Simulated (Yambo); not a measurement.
Quantum ESPRESSO input (LDA, PseudoDojo standard norm-conserving files, scalar-relativistic) whose wavefunctions are converted with p2y:

```
&CONTROL
  calculation = 'nscf'
  pseudo_dir = './pseudo'
  outdir = './out'
/
&SYSTEM
  ibrav = 0
  nat = 12
  ntyp = 3
  ecutwfc = 76.0
  ecutrho = 304.0
  occupations = 'fixed'
  force_symmorphic = .true.
  nbnd = 180
/
&ELECTRONS
  conv_thr = 1.2000000000000002e-08
  diago_full_acc = .true.
  diago_thr_init = 1e-08
/
ATOMIC_SPECIES
H 1.0080 H.upf
Li 6.9400 Li.upf
B 10.8100 B.upf
CELL_PARAMETERS angstrom
  4.179999919000   0.000000000000   0.000000000000
 -2.089999959000   3.619986117000   0.000000000000
  0.000000000000   0.000000000000   6.709920000000
ATOMIC_POSITIONS crystal
H   0.333333333000   0.666666667000   0.376310000000
H   0.666666667000   0.333333333000   0.876310000000
H   0.174674500000   0.349349000000   0.618330000000
H   0.825325500000   0.174674500000   0.118330000000
H   0.650651000000   0.825325500000   0.618330000000
H   0.825325500000   0.650651000000   0.118330000000
H   0.174674500000   0.825325500000   0.618330000000
H   0.349349000000   0.174674500000   0.118330000000
Li   0.333333333000   0.666666667000   0.005880000000
Li   0.666666667000   0.333333333000   0.505880000000
B   0.333333333000   0.666666667000   0.557790000000
B   0.666666667000   0.333333333000   0.057790000000
K_POINTS automatic
3 3 1 0 0 0
```

Yambo's initialisation report on symmetry, reciprocal space, the k grid and the gaps on this mesh:

```
  [02.02] Symmetries
  ==================

  Inversion symmetry    : yes
  Spatial inversion     : no
  Inversion index       :   7
  K-space Time-reversal : yes
  Magnetic symmetries   : no
  Time-reversal derived K-space symmetries:   7  12
  Group table correct   : yes
  Symmetries units      :  [cc]

  [02.03] Reciprocal space
  ========================

  nG shells         :  2765
  nG charge         :   61235
  nG WFs            :   9033
  nC WFs            :   7683
  G-vecs. in first 80 shells:  [ Number ]
     1    3    9   11   23   35   37   43   55
    67   73   85   97   99  111  123  135  147
   159  161  185  197  221  233  245  251  263
    287   299   311   313   325   337   349   373   379
    391   403   415   439   451   463   487   489   513
    525   537   549   573   579   591   603   615   627
    639   663   687   699   711   713   725   737   761
    773   785   809   833   845   857   881   905   929
    941   965   977   989  1001  1013  1037  1039
  ...
  Shell energy in first 80 shells:  [ mHa ]
    0.00000      122.771      421.811      491.086      544.583      912.897      1104.94      1265.43      1388.21
    1526.75      1687.25      1756.52      1810.02      1964.34      2178.33      2370.38      2386.15      2792.19
    2952.68      3069.29      3075.45      3229.78      3443.76      3491.10      3651.59      3796.30      3919.07
    4057.62      4287.39      4334.72      4419.77      4756.53      4841.58      4901.24      4917.02      5061.74
    5184.51      5483.55      5552.82      5606.32      5685.21      5760.64      5974.63      6015.80      6021.96
    6107.02      6166.68      6437.61      6588.49      6748.98      6865.59      6871.75      7026.08      7240.07
    7281.23      7372.45      7447.89      7703.05      7853.92      7857.37      8014.41      8131.02      8137.19
    8216.07      8279.18      8505.50      8552.83      8713.32      8858.04      8968.48      8980.81      9119.36
    9122.81      9349.12      9481.51      9544.62      9812.10      9818.27      9903.32      9944.49
  ...

  [02.04] K-grid lattice
  ======================

  Compatible Grid is   : 2D
  Base K vectors       :  K_min[ 1 ]  K_min[ 2 ]  K_min[ 3 ]
  K_min[ 1 ] : -0.27204E-16 -0.33333       0.0000     [rlu]
  K_min[ 2 ] : -0.333333  0.333333  0.000000 [rlu]
  Grid dimensions      :  3  3
  K lattice UC volume  :  0.040225 [a.u.]

  IBZ K-points                                      :  3
  BZ  K-points                                      :   9

  K/Q-points units:
  rlu = crystal or reduced units; cc = cartesian coordinates; iku = interal k-units

  K [1]          [rlu]:  0.000000  0.000000  0.000000
         WF components:   7559
  K [2]          [rlu]:  0.000000  0.333333  0.000000
         WF components:   7683
  K [3]          [rlu]:  0.333333  0.333333  0.000000
         WF components:   7671

  [02.05] Energies & Occupations
  ==============================

  [X] === General ===
  [X] Electronic Temperature                        :  0.000000  0.000000 [eV K]
  [X] Bosonic    Temperature                        :  0.000000  0.000000 [eV K]
  [X] Finite Temperature mode                       : no
  [X] El. density                                   :  0.19698E+24 [cm-3]
  [X] Fermi Level                                   : -2.178434 [eV]

  [X] === Gaps and Widths ===
  [X] Conduction Band Min                           :  6.381585 [eV]
  [X] Valence Band Max                              :  0.000000 [eV]
  [X] Filled Bands                                  :  10
  [X] Empty Bands                                   :   11  180
  [X] Direct Gap                                    :  6.818335 [eV]
  [X] Direct Gap localized at k                     :  1
  [X] Indirect Gap                                  :  6.381585 [eV]
  [X] Indirect Gap between kpts                     :  1  3
  [X] Last valence band width                       :  0.581292 [eV]
  [X] 1st conduction band width                     :  0.436750 [eV]
```
The gaps are LDA values on this mesh alone; only operations without fractional translations are kept.

Geometry of the Materials Project entry, not relaxed at this level.
